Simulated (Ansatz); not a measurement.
**KF: the gap against volume**

KF, Fm-3m, a = 5.318 Å. Ansatz: r2SCAN, PAW, 500 eV, Γ-centred 8×8×8 mesh on 2 atoms, Gaussian smearing 0.02 eV; no spin polarisation. Symmetry fixes shape and atoms, so the cell is only scaled; x = ln(V/V0) with V0 = 18.795 Å³/atom. The gap is read at the mesh points alone.

| x | gap y (eV) |
| --- | --- |
| -0.0619 | 7.259 |
| -0.0305 | 7.078 |
| 0.0000 | 6.909 |
| 0.0296 | 6.752 |
| 0.0583 | ? |

Problem. Fit a straight line to the other rows, give the volume deformation potential of the gap and its pressure coefficient, and predict the missing gap. B0 = 35.3 GPa.

Solution. Means x = -0.01570, y = 6.9995; Σ(Δx)² = 0.004652, ΣΔxΔy = -0.02578; the slope is their ratio. y = 6.9125 − 5.5423 x. The slope is the deformation potential a = dE_g/d ln V = -5.54 eV, and dE_g/dP = −a/B0 = 157 meV/GPa. At x = 0.0583 the fit asked for gives 6.589 eV. The run gave 6.604 eV, so the fit is 0.015 eV too low, 2.3 % of the span of the series, against an rms of 0.004 eV on the fitted rows. The row lies outside the fitted range. With a term in x² added, a fit to the same known rows predicts 6.606 eV, so most of the miss is curvature that the known rows already hold.

Semilocal functionals give gaps under the measured ones; changes of the gap mostly carry over better.

Cost: 5 runs of about 0.23 core-minutes in all, on Arm Neoverse V2 (shared hosts).